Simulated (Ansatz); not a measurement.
**YTe in the zincblende structure**

Method: PBEsol, scalar-relativistic; no spin polarisation; PAW, 420 eV, Γ-centred 8×8×8 mesh, 0.05 eV Gaussian smearing; code Ansatz; PAW files: Ansatz's generated set soft_2.

```xyz
2
Lattice="0.0000 3.3881 3.3881 3.3881 0.0000 3.3881 3.3881 3.3881 0.0000" Properties=species:S:1:pos:R:3 pbc="T T T"
Y     0.0000    0.0000    0.0000
Te    1.6941    1.6941    1.6941
```

The start was a prototype's sites filled with these elements. The Crystallography Open Database lists the compound in space group Fm-3m (rock salt), so this is a trial structure.

The cell above was scaled in volume, its shape and atoms being fixed by the lattice's symmetry. Energies are counted from the cell above.

Cell and atoms are those of this level's equilibrium.

```json
{"V (Å³/atom)": "37.34", "ΔE (meV/atom)": "8.9", "P (GPa)": "1.9"}
{"V (Å³/atom)": "38.12", "ΔE (meV/atom)": "2.1", "P (GPa)": "0.9"}
{"V (Å³/atom)": "38.89", "ΔE (meV/atom)": "0.0", "P (GPa)": "0.0"}
{"V (Å³/atom)": "39.67", "ΔE (meV/atom)": "2.1", "P (GPa)": "-0.8"}
{"V (Å³/atom)": "40.45", "ΔE (meV/atom)": "8.0", "P (GPa)": "-1.6"}
```

What do the points give for the equilibrium volume, the bulk modulus and its pressure derivative (third-order Birch–Murnaghan)?

V0 = 38.88 Å³/atom, B0 = 44 GPa, B0′ = 4.5.

B0·V0 = 43.6 GPa × 38.88 Å³ = 10.59 eV/atom sets the scale: near the minimum ΔE ≈ ½ B0 V0 x², with x = V/V0 − 1, and a pressure of 0.4 GPa squeezes the volume by about 1 %. At the ends of the curve: x = −4.0 % predicts 8.3 meV/atom and the run gives 8.9; x = +4.0 % predicts 8.6 meV/atom and the run gives 8.0. The lopsidedness is anharmonic: atoms resist being pushed together more than being pulled apart.

Scalar-relativistic only: spin–orbit splittings of the heavy atoms' levels are missing. The cell is a metal with an odd number of electrons, and spin polarisation wasn't tried.
